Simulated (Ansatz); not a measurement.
Ru:
```yaml
crystal:
  lattice:
    - [2.49066, 0.00000, 0.00000]
    - [0.00000, 2.49066, 0.00000]
    - [0.00000, 0.00000, 2.49066]
  atoms:
    - { symbol: Ru, position: [0.00000, 0.00000, 0.00000] }
```

Relaxed with r²SCAN. Special points in fractions of this cell's reciprocal vectors: Γ (0.000, 0.000, 0.000); X (0.000, 0.500, 0.000); M (0.500, 0.500, 0.000); R (0.500, 0.500, 0.500).

**Question.** List the band energies nearest the Fermi level at these points for DFT-r²SCAN with spin–orbit coupling in the program Ansatz with PAW potentials.

**Answer.** In eV from the Fermi level; about four levels below and three above (degenerate sets whole), none deeper than 8.9 eV; … stands for higher levels left out; points with the same levels are listed once.

| k | below | above |
|---|---|---|
| Γ | -5.84 -5.84 -5.84 -5.84 | 1.59 1.59 1.59 1.59 |
| X | -1.06 -1.06 -0.20 -0.20 | 1.96 1.96 … |
| M | -0.65 -0.65 -0.51 -0.51 | 3.69 3.69 5.74 5.74 |
| R | -5.19 -5.19 -5.19 -5.19 -5.04 -5.04 | 3.88 3.88 3.88 3.88 |

Space group Pm-3m (simple cubic). A made-up cell: these elements were put on the sites of a structure type; neither database checked (COD, Materials Project) lists it. It is not the phase usual at ambient conditions (space group No. 194). Symmetry was held in the r²SCAN relaxation; its stability against distortions is not shown here. No spin polarisation was allowed.

Potentials: the later of the program's two PAW sets.
